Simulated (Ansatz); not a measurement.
A crystal relaxed with r2SCAN in Ansatz 0.2.0 has space group Imm2 (No. 44) and a = 3.151 Å, b = 9.453 Å, c = 4.451 Å.

```csv
atom,site,x,y,z
Al,2a,0.0000,0.0000,0.9992
Xx,2b,0.5000,0.0000,0.7626
Ga,4d,0.5000,0.1659,0.5003
Xx,4d,0.0000,0.1627,0.2438
```

With r2SCAN the gap is 2.96 eV and direct, at Γ. HSE06 gives a direct gap of 3.76 eV at Γ. Meshes: r2SCAN 10×10×10, HSE06 6×6×6.

Problem. Which element is Xx?
A. As
B. Bi
C. Sb
D. N

Solution. D. Xx is N: AlGa2N3 as one 6-atom ordering (Imm2) on the zincblende lattice. Al is surrounded by 4 N at 1.88–1.90 Å; N is surrounded by 2 Al at 1.90 Å and 2 Ga at 1.96 Å; Ga is surrounded by 4 N at 1.95–1.96 Å; N is surrounded by 1 Al at 1.88 Å and 3 Ga at 1.95 Å.

No spin polarisation and no zero-point or thermal motion; the cell was built from a prototype and may be hypothetical.
